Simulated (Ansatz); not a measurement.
Zr₂Ir:
```cif
data_Ir2Zr4
_chemical_formula_sum 'Zr4 Ir2'
_space_group_name_H-M_alt 'P 1'
_space_group_IT_number 1
_cell_length_a 5.43062
_cell_length_b 5.43062
_cell_length_c 5.43062
_cell_angle_alpha 106.427
_cell_angle_beta 106.427
_cell_angle_gamma 115.748
loop_
_space_group_symop_operation_xyz
  'x, y, z'
loop_
_atom_site_label
_atom_site_type_symbol
_atom_site_fract_x
_atom_site_fract_y
_atom_site_fract_z
_atom_site_occupancy
Zr1 Zr 0.67356 0.17356 0.84713 1
Zr2 Zr 0.32644 0.82644 0.15287 1
Zr3 Zr 0.17356 0.32644 0.50000 1
Zr4 Zr 0.82644 0.67356 0.50000 1
Ir1 Ir 0.75000 0.75000 0.00000 1
Ir2 Ir 0.25000 0.25000 0.00000 1
```

Relaxed with r²SCAN.

Question: Which orbitals make up the states near the Fermi level in the program Ansatz at the r²SCAN level (PAW)?

Answer: Within 0.5 eV of the Fermi level: Zr 4d 75 %, Ir 5d 11 %, outside the projected shells 7 %. Projections are on Löwdin-orthogonalised atomic valence shells; empty p or d shells of many metals are not among them.

Question: Tabulate the density of states.

Answer: States/eV per cell of 6 atoms, in 0.25 eV bins, energy from the Fermi level.

| E (eV) | total | Zr 4d | Ir 5d | Zr 5s |
|---|---|---|---|---|
| -7.85 | 0.00 | 0.00 | 0.00 | 0.00 |
| -7.60 | 0.17 | 0.01 | 0.01 | 0.08 |
| -7.35 | 0.34 | 0.02 | 0.02 | 0.16 |
| -7.10 | 0.49 | 0.04 | 0.04 | 0.21 |
| -6.85 | 0.67 | 0.06 | 0.06 | 0.26 |
| -6.60 | 1.01 | 0.11 | 0.13 | 0.33 |
| -6.35 | 1.16 | 0.14 | 0.17 | 0.33 |
| -6.10 | 1.15 | 0.16 | 0.18 | 0.30 |
| -5.85 | 1.12 | 0.17 | 0.18 | 0.28 |
| -5.60 | 1.07 | 0.20 | 0.12 | 0.29 |
| -5.35 | 0.94 | 0.20 | 0.15 | 0.24 |
| -5.10 | 2.93 | 0.71 | 1.14 | 0.56 |
| -4.85 | 5.92 | 1.63 | 2.84 | 0.68 |
| -4.60 | 6.67 | 1.76 | 3.79 | 0.59 |
| -4.35 | 7.17 | 1.83 | 4.31 | 0.66 |
| -4.10 | 7.59 | 1.93 | 4.62 | 0.64 |
| -3.85 | 12.82 | 2.82 | 8.36 | 1.08 |
| -3.60 | 9.32 | 2.04 | 6.57 | 0.27 |
| -3.35 | 10.72 | 2.27 | 7.76 | 0.28 |
| -3.10 | 5.78 | 1.01 | 4.19 | 0.24 |
| -2.85 | 5.50 | 0.98 | 3.82 | 0.34 |
| -2.60 | 3.67 | 0.77 | 2.32 | 0.34 |
| -2.35 | 4.85 | 1.36 | 2.72 | 0.49 |
| -2.10 | 6.87 | 2.32 | 3.53 | 0.67 |
| -1.85 | 5.26 | 1.94 | 2.37 | 0.62 |
| -1.60 | 3.30 | 1.75 | 0.74 | 0.55 |
| -1.35 | 2.69 | 1.69 | 0.42 | 0.37 |
| -1.10 | 3.10 | 2.22 | 0.33 | 0.31 |
| -0.85 | 5.57 | 4.20 | 0.50 | 0.39 |
| -0.60 | 8.65 | 6.66 | 0.80 | 0.49 |
| -0.35 | 4.77 | 3.56 | 0.45 | 0.30 |
| -0.10 | 5.19 | 3.77 | 0.70 | 0.31 |
| 0.15 | 7.12 | 5.46 | 0.83 | 0.28 |
| 0.40 | 5.79 | 4.47 | 0.58 | 0.18 |
| 0.65 | 7.14 | 5.24 | 0.72 | 0.31 |
| 0.90 | 4.85 | 3.46 | 0.49 | 0.20 |
| 1.15 | 3.33 | 2.46 | 0.43 | 0.12 |
| 1.40 | 7.27 | 5.61 | 1.24 | 0.17 |
| 1.65 | 4.19 | 3.09 | 0.84 | 0.10 |
| 1.90 | 7.04 | 4.26 | 2.27 | 0.11 |
| 2.15 | 4.54 | 3.22 | 0.93 | 0.12 |
| 2.40 | 4.71 | 3.63 | 0.68 | 0.16 |
| 2.65 | 4.69 | 3.74 | 0.58 | 0.15 |
| 2.90 | 4.77 | 4.02 | 0.46 | 0.07 |
| 3.15 | 5.99 | 5.16 | 0.55 | 0.07 |
| 3.40 | 5.41 | 4.62 | 0.47 | 0.09 |

Space group I4/mcm. The workflow started from a Materials Project entry (that database holds measured and hypothetical structures alike); the Crystallography Open Database copy checked does not list it. Whether it is the stable phase at ambient conditions was not checked. Symmetry was held in the r²SCAN relaxation; its stability against distortions is not shown here. No spin polarisation was allowed. Scalar-relativistic: spin–orbit coupling is off unless named, which matters more the heavier the elements.

Potentials: the later of the program's two PAW sets.
